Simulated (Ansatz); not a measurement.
Be$_{3}$N$_{2}$ in space group R3m (No. 160; Pearson symbol hR5), DFT-r²SCAN in the program Ansatz with PAW potentials. The conduction-band minimum lies at F, with 3 equivalent valleys. Second derivatives d²E/dk² of the lowest band at one valley (eV·Å²), along Cartesian directions:

| direction | d²E/dk² |
|---|---|
| [100] | 19.88 |
| [010] | 21.16 |
| [001] | 26.82 |
| [110] | 19.40 |
| [101] | 15.63 |
| [011] | 19.54 |

Q: Find the principal effective masses, the density-of-states mass and the conductivity mass.

A: Off-diagonal terms follow from H_xy = H[110] − (H_xx + H_yy)/2, and m*/mₑ = 7.620 eV·Å² over each eigenvalue: 0.23, 0.35, 0.57. One valley's DOS mass (m₁m₂m₃)^(1/3) = 0.36, conductivity mass 3/(Σ 1/mᵢ) = 0.34 mₑ.

Q: What effective density of states Nc follows at 300 K for parabolic valleys?

A: Nc = 2.509e19 × 3 × (0.36)^(3/2) ≈ 1.6e19 cm⁻³.

Q: With the computed static dielectric constant 13.0 (mean of the diagonal), estimate a hydrogenic donor's binding energy and radius.

A: E = 13.606 eV × 0.34/13.0² ≈ 27 meV; a = 0.529 Å × ε/m* ≈ 20 Å. Semilocal masses tend to be too small when the gap is underestimated.

The first step of the workflow began from a Materials Project structure, measured or hypothetical; the Crystallography Open Database copy checked does not list it. COD files the formula under space group No. 206. Whether it is the stable phase at ambient conditions was not checked. The r²SCAN relaxation kept the symmetry of its start; whether a distortion lowers the energy is not shown.

Potentials: the later of the program's two PAW sets.
